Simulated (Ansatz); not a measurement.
Input, command and steps of an Ansatz relaxation.

```yaml
crystal:
  lattice:
    - [3.9003097294, 0.0, 0.0]
    - [0.0, 3.9003097294, 0.0]
    - [0.0, 0.0, 5.112191681]
  atoms:
    - { symbol: K, position: [0.5, 0.5, 0.5] }
    - { symbol: Ba, position: [0.0, 0.0, 0.0] }
basis:
  ecutwfc: 420
kpoints:
  mp_grid: { grid: [4, 4, 4] }
hamiltonian:
  xc: pbe
scf:
  occupations: { method: gaussian, width: 0.1 }
  lower_state_search: "off"
output:
  forces: true
  stress: true
  eigenvalues: true
relax:
  adjacent_minimum: "off"
  f_tol: 0.04
  max_steps: 70
  cell: { stress_tol: 0.4 }
```

```bash
ansatz run input.yaml --threads 1 --pin off --max-ram 2560MiB --backend cpu --events-out ev --progress --plain --runs-dir out
```

Computed with DFT PBE, scalar-relativistic, plane waves, PAW in Ansatz 0.2.0.

Of 8 frames 7 are shown, positions in Å and forces in eV/Å; the SCF threshold varies from step to step. Steps run on the plane waves of an earlier cell, with a Pulay correction in the pressure. The basis is chosen afresh for the last frame, the zero of the energies, and at times for earlier ones too; energy and pressure step there, also at an unchanged geometry. Here that happened at step 6 (-8 meV/atom, 0.2 GPa); the frames before carry an error of that size.

```xyz
2
Lattice="3.9003 0.0000 0.0000 0.0000 3.9003 0.0000 0.0000 0.0000 5.1122" Properties=species:S:1:pos:R:3:forces:R:3 pbc="T T T" step=1 free_energy_over_end_meV_per_atom=480.18 pressure_GPa=7.33
K     1.9502    1.9502    2.5561    0.0000    0.0000    0.0000
Ba    0.0000    0.0000    0.0000    0.0000    0.0000    0.0000
2
Lattice="4.0666 0.0000 0.0000 0.0000 4.0666 0.0000 0.0000 0.0000 5.3627" Properties=species:S:1:pos:R:3:forces:R:3 pbc="T T T" step=2 free_energy_over_end_meV_per_atom=280.23 pressure_GPa=4.77
K     2.0333    2.0333    2.6814    0.0000    0.0000    0.0000
Ba    0.0000    0.0000    0.0000    0.0000    0.0000    0.0000
2
Lattice="4.2242 0.0000 0.0000 0.0000 4.2242 0.0000 0.0000 0.0000 5.6114" Properties=species:S:1:pos:R:3:forces:R:3 pbc="T T T" step=3 free_energy_over_end_meV_per_atom=141.65 pressure_GPa=3.00
K     2.1121    2.1121    2.8057    0.0000    0.0000    0.0000
Ba    0.0000    0.0000    0.0000    0.0000    0.0000    0.0000
2
Lattice="4.3736 0.0000 0.0000 0.0000 4.3736 0.0000 0.0000 0.0000 5.8601" Properties=species:S:1:pos:R:3:forces:R:3 pbc="T T T" step=4 free_energy_over_end_meV_per_atom=56.46 pressure_GPa=1.57
K     2.1868    2.1868    2.9300    0.0000    0.0000    0.0000
Ba    0.0000    0.0000    0.0000    0.0000    0.0000    0.0000
2
Lattice="4.5289 0.0000 0.0000 0.0000 4.5289 0.0000 0.0000 0.0000 6.1094" Properties=species:S:1:pos:R:3:forces:R:3 pbc="T T T" step=5 free_energy_over_end_meV_per_atom=17.49 pressure_GPa=0.37
K     2.2645    2.2645    3.0547    0.0000    0.0000    0.0000
Ba    0.0000    0.0000    0.0000    0.0000    0.0000    0.0000
2
Lattice="4.5289 0.0000 0.0000 0.0000 4.5289 0.0000 0.0000 0.0000 6.1094" Properties=species:S:1:pos:R:3:forces:R:3 pbc="T T T" step=6 free_energy_over_end_meV_per_atom=8.99 pressure_GPa=0.60
K     2.2645    2.2645    3.0547    0.0000    0.0000    0.0000
Ba    0.0000    0.0000    0.0000    0.0000    0.0000    0.0000
2
Lattice="4.6139 0.0000 0.0000 0.0000 4.6139 0.0000 0.0000 0.0000 6.2445" Properties=species:S:1:pos:R:3:forces:R:3 pbc="T T T" step=8 free_energy_over_end_meV_per_atom=0.00 pressure_GPa=0.17
K     2.3069    2.3069    3.1223    0.0000    0.0000    0.0000
Ba    0.0000    0.0000    0.0000    0.0000    0.0000    0.0000
```

The start puts this composition into another compound's structure type, which needn't suit it. The cell swells from 38.9 to 66.5 Å³ an atom, so the end can be far from any stable crystal. At the end the space group is P4/mmm (tolerance 0.05 Å).

It took 17 s on 1 thread of Arm Neoverse V1 (shared host), peak memory 0.36 GiB.

The k mesh is coarse.